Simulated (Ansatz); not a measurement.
## Ta₄GaTe₈ in Ansatz, relaxation

Launch command:

```bash
ansatz run input.yaml --threads 2 --pin off --max-ram 3584MiB --backend cpu --events-out ev --progress --plain --runs-dir out
```

input.yaml:

```yaml
crystal:
  lattice:
    - [0.0, 5.518947, 5.518947]
    - [5.518947, 0.0, 5.518947]
    - [5.518947, 5.518947, 0.0]
  atoms:
    - { symbol: Ta, position: [0.603, 0.603, 0.603] }
    - { symbol: Ta, position: [0.191, 0.603, 0.603] }
    - { symbol: Ta, position: [0.603, 0.603, 0.191] }
    - { symbol: Ta, position: [0.603, 0.191, 0.603] }
    - { symbol: Te, position: [0.8655, 0.8655, 0.8655] }
    - { symbol: Te, position: [0.4035, 0.8655, 0.8655] }
    - { symbol: Te, position: [0.8655, 0.8655, 0.4035] }
    - { symbol: Te, position: [0.8655, 0.4035, 0.8655] }
    - { symbol: Te, position: [0.3621, 0.3621, 0.3621] }
    - { symbol: Te, position: [0.9137, 0.3621, 0.3621] }
    - { symbol: Te, position: [0.3621, 0.3621, 0.9137] }
    - { symbol: Te, position: [0.3621, 0.9137, 0.3621] }
    - { symbol: Ga, position: [0.0, 0.0, 0.0] }
  symmetry: { tolerance: 0.0003 }
kpoints:
  mp_grid: { grid: [6, 6, 6], shift: [0, 0, 0] }
magnetization:
  spin_polarized: false
scf:
  occupations: { method: fermi_dirac }
  lower_state_search: "off"
hamiltonian:
  pseudopotentials: { kind: paw }
  xc: r2scan
basis:
  ecutwfc: 500
  fft_grid_basis: typed
relax:
  max_steps: 40
  cell: { p_target: 0.0 }
output:
  forces: true
  stress: true
  eigenvalues: true
  bader: true
  populations: true
  elf: true
  write_potential: true
  volumetric_format: npy
  dos:
    e_range: [-12, 8]
    de: 0.05
    projected: { site_lists: { Ga: [Ga], Ta: [Ta], Te: [Te] } }
  write_density: true
checkpoint:
  read: saved_state
```

Origin of the cell: a known structure type with other elements, at an estimated volume, so it need not be a known compound.

The smearing width isn't typed, so it takes its default of 0.1 eV.

The saved state is a converged single point of the same cell.

Steps («new basis» is an SCF on plane waves selected anew at the same cell):

```json
{"step": "1", "ΔF (meV/atom)": "0.0", "max force component (eV/Å)": "0.600", "P (GPa)": "2.81", "volume (Å³)": "336.20", "SCF iterations": "6", "step was": "accepted"}
{"step": "2", "ΔF (meV/atom)": "9.5", "max force component (eV/Å)": "1.132", "P (GPa)": "0.57", "volume (Å³)": "357.75", "SCF iterations": "8", "step was": "rejected"}
{"step": "3", "ΔF (meV/atom)": "-21.6", "max force component (eV/Å)": "0.129", "P (GPa)": "-0.98", "volume (Å³)": "358.09", "SCF iterations": "11", "step was": "accepted"}
{"step": "4", "ΔF (meV/atom)": "-23.4", "max force component (eV/Å)": "0.159", "P (GPa)": "-0.44", "volume (Å³)": "353.70", "SCF iterations": "6", "step was": "accepted"}
{"step": "5", "ΔF (meV/atom)": "-24.8", "max force component (eV/Å)": "0.010", "P (GPa)": "0.04", "volume (Å³)": "351.17", "SCF iterations": "5", "step was": "accepted"}
{"step": "6", "ΔF (meV/atom)": "-24.8", "max force component (eV/Å)": "0.004", "P (GPa)": "-0.01", "volume (Å³)": "351.36", "SCF iterations": "6", "step was": "accepted"}
{"step": "7", "ΔF (meV/atom)": "-25.1", "max force component (eV/Å)": "0.004", "P (GPa)": "-0.01", "volume (Å³)": "351.36", "SCF iterations": "6", "step was": "new basis"}
```

Before:

Space group F-43m (No. 216); the run's cell has a = 7.805 Å, b = 7.805 Å, c = 7.805 Å, α = 60.00°, β = 60.00°, γ = 60.00°. Shortest distances: Ga–Te 2.57 Å, Ta–Te 2.71 Å, Ta–Ta 3.22 Å, Te–Te 3.50 Å.

After:

Space group F-43m (No. 216); the run's cell has a = 7.921 Å, b = 7.921 Å, c = 7.921 Å, α = 60.00°, β = 60.00°, γ = 60.00°. Shortest distances: Ga–Te 2.65 Å, Ta–Te 2.71 Å, Ta–Ta 3.13 Å, Te–Te 3.57 Å.

```xyz
13
Lattice="0.0000 5.6007 5.6007 5.6007 0.0000 5.6007 5.6007 5.6007 0.0000" Properties=species:S:1:pos:R:3 pbc="T T T"
Ta    6.7088    6.7088    6.7088
Ta    6.7088    4.4926    4.4926
Ta    4.4926    4.4926    6.7088
Ta    4.4926    6.7088    4.4926
Te    9.6706    9.6706    9.6706
Te    9.6706    7.1315    7.1315
Te    7.1315    7.1315    9.6706
Te    7.1315    9.6706    7.1315
Te    4.0633    4.0633    4.0633
Te    4.0633    7.1380    7.1380
Te    7.1380    7.1380    4.0633
Te    7.1380    4.0633    7.1380
Ga    0.0000    0.0000    0.0000
```

```
Free energy lowered by  : 25.1 meV/atom
Volume change           : 4.51 %
Final pressure          : -0.01 GPa
Relaxation steps listed : 7
```

Caveats: no moments, though an odd count or open d shells may carry them; no spin-orbit coupling, though heavy elements are present; the relaxation held the start's symmetry, so the end may be a saddle point.

Time: 9.6 min on 2 threads of Arm Neoverse V2 (shared host), peak memory 1.8 GiB, from a saved density.
